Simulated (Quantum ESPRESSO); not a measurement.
Space group I4₁/amd, origin choice 1 (No. 141); a = b = 7.3015 Å, c = 6.4381 Å, α = β = γ = 90.00°

```
atom  site  symmetry       x       y       z
----  ----  --------  ------  ------  ------
O      16h       .m.  0.3185  0.0000  0.0793
V       4b      -4m2  0.0000  0.0000  0.5000
Bi      4a      -4m2  0.0000  0.0000  0.0000
```
(The calculation used a cell of 12 atoms; values per cell refer to that cell.)

The geometry is that of Materials Project entry mp-545850, symmetrised and not relaxed again.

### Question
What does PBEsol (Quantum ESPRESSO, PseudoDojo norm-conserving, 84 Ry, without SOC) give for the electronic structure near the Fermi level?

### Answer
The PBEsol gap is 2.52 eV; at least one edge lies off the plotted path, at a point of the SCF mesh. The smallest direct gap is 2.52 eV. Another conduction extremum on the path lies within 0.02 eV, too close to call. Spin-orbit coupling is left out; with 6p states at a band edge it can lower the gap by many tenths of an eV, most of a small gap. The 3d shell has no Hubbard U; the runs are without spin polarisation, and magnetic order was not tried.
